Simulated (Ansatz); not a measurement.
## Property card for Pb2SeS

Pb2SeS:
```yaml
crystal:
  lattice:
    - [2.12218, 1.22524, 6.92919]
    - [-2.12218, 1.22524, 6.92919]
    - [0.00000, -2.45048, 6.92919]
  atoms:
    - { symbol: Pb, position: [0.75326, 0.75326, 0.75326] }
    - { symbol: Pb, position: [0.24674, 0.24674, 0.24674] }
    - { symbol: Se, position: [0.00000, 0.00000, 0.00000] }
    - { symbol: S, position: [0.50000, 0.50000, 0.50000] }
```

Space group R-3m (No. 166); conventional cell a = 4.244 Å, b = 4.244 Å, c = 20.788 Å, α = 90.00°, β = 90.00°, γ = 120.00°.

Method: plane-wave PAW PBEsol (Ansatz code). Geometry: relaxed at this level of theory. Other levels are named where they apply.

**Cell and energy**

| Quantity | Value |
|---|---|
| Volume per atom | 27.03 Å³ |
| Density | 8.07 g/cm³ |
| Formation energy from the elements (no fitted shifts) | -0.53 eV/atom |

**Electronic structure**

| Property | Result |
|---|---|
| Band gap | 0.17 eV (smallest direct gap 0.18 eV) |
| Valence-band maximum | at Γ |
| Conduction-band minimum | at F (3 equivalent valleys) |
| Electron effective mass | 0.066, 0.13, 0.13 mₑ (principal values) |
| Hole effective mass | 0.069, 0.098, 0.098 mₑ (principal values) |
| HSE06 gap on the PBEsol cell | 0.67 eV |
| Gap with spin–orbit coupling | 0.26 eV (the band order may be inverted) |

**Mechanics**

| Item | Value |
|---|---|
| Bulk modulus (Birch–Murnaghan fit) | 56.1 GPa |
| Pressure derivative B′ | 4.1 |
| Elastic constants (relaxed ions, GPa) | C11 = 96.8, C12 = 29.5, C13 = 44.2, C14 = 21.5, C33 = 81.3, C44 = 49.3 |
| Mechanical stability | stable (all eigenvalues of C positive) |
| Hill bulk and shear moduli | 56.7 and 31.5 GPa |
| Young's modulus | 79.7 GPa |
| Poisson's ratio | 0.27 |
| Debye temperature from the elastic constants | 218 K |

**Dielectric response**

| Property | Value |
|---|---|
| Electronic dielectric constant ε∞ (DFPT) | 22.4 (xx = yy), 22.4 (zz) |
| Born charges (a third of the trace) | Pb +4.62, Se -4.42, S -4.82 e |

**Charges**

| Quantity | Result |
|---|---|
| Bader charges | Pb +0.90, Se -0.85, S -0.96 e |

The first step of the workflow began from a Materials Project structure, measured or hypothetical; the Crystallography Open Database copy checked does not list it. Whether it is the stable phase at ambient conditions was not checked. Symmetry was held in the PBEsol relaxation; its stability against distortions is not shown here. The references are the lowest solids computed at this level, not always the standard phases. Scalar-relativistic: spin–orbit coupling is off unless named, which matters more the heavier the elements.

Potentials: the later of the program's two PAW sets.
